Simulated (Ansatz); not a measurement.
Given:

IrRu:
```cif
data_Ir3Ru3
_chemical_formula_sum 'Ru3 Ir3'
_space_group_name_H-M_alt 'R-3m :H'
_space_group_IT_number 166
_space_group_name_Hall '-R 3 2"'
_cell_length_a 2.66866
_cell_length_b 2.66866
_cell_length_c 13.10182
_cell_angle_alpha 90.000
_cell_angle_beta 90.000
_cell_angle_gamma 120.000
loop_
_atom_site_label
_atom_site_type_symbol
_atom_site_symmetry_multiplicity
_atom_site_Wyckoff_symbol
_atom_site_fract_x
_atom_site_fract_y
_atom_site_fract_z
_atom_site_occupancy
Ru1 Ru 3 b 0.00000 0.00000 0.50000 1
Ir1 Ir 3 a 0.00000 0.00000 0.00000 1
```
(The calculation used a cell of 2 atoms; values per cell refer to that cell.)

This is the LDA-relaxed structure.

All from the program Ansatz at the LDA level (PAW), unless another level is named. Predict the highest zone-centre frequency.

210 cm⁻¹.

Predict the bulk modulus (Birch–Murnaghan fit).

386 GPa.

The first step of the workflow began from a Materials Project structure, measured or hypothetical; the Crystallography Open Database copy checked does not list it. With Ru and Ir taken as one species the cell has the higher symmetry Fm-3m, so it may be an ordered model of a mixed-site phase. Whether it is the stable phase at ambient conditions was not checked. The cell was relaxed with LDA under the symmetry of its start; its stability against distortions is not shown here. No spin polarisation was allowed. As this level gives no gap, phonon frequencies hold no LO–TO term and depend on the k-mesh and smearing (Fermi–Dirac, 0.1 eV here). Spin–orbit coupling is left out wherever it is not named.

Potentials: the later of the program's two PAW sets.
